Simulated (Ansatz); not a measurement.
**Ba$_{2}$BiSb$_{2}$: do energies and stresses tell the same story?**

Method: DFT PBEsol, scalar-relativistic, plane waves, PAW (Ansatz 0.2.0).

Cutoff 420 eV; k points 10×10×10 on the computed 5-atom cell (Γ-centred); Gaussian smearing, width 0.10 eV; no spin polarisation.

Relaxed cell: Immm, a = 4.746 Å, b = 7.512 Å, c = 9.955 Å, α = 90.00°, β = 90.00°, γ = 90.00°, 5 atoms in the primitive cell.

Energies at zero smearing and pressures from the stress tensor, at volumes with shape and atoms relaxed:
| V (Å³/atom) | E − E(first) (meV/atom) | P (GPa) |
| --- | --- | --- |
| 33.361 | 0.00 | 2.77 |
| 34.426 | -13.26 | 1.27 |
| 35.491 | -17.33 | -0.01 |
| 36.556 | -13.50 | -1.10 |
| 37.620 | -2.96 | -2.04 |

**Question.** Check P = −dE/dV between neighbouring volumes, and get the bulk modulus from the pressures alone.

**Answer.** With 1 eV/Å³ = 160.2 GPa:
```csv
middle V (Å³/atom),−ΔE/ΔV (GPa),mean P (GPa)
33.894,1.995,2.022
34.959,0.612,0.631
36.023,-0.575,-0.558
37.088,-1.587,-1.570
```

The two differ by 0.03 GPa at most. The mean of two end pressures misses the average over a step by about ΔV² P″/12, up to 0.02 GPa here; with that taken off 0.01 GPa remains. Around V = 35.491 Å³/atom, the two neighbours give B = −V ΔP/ΔV = 35.491 × 2.38 / 2.129 = 39.6 GPa, against B0 = 39.4 GPa from the Birch–Murnaghan fit of the energies.

Spin–orbit coupling is left out, which can shift energies with elements as heavy as these.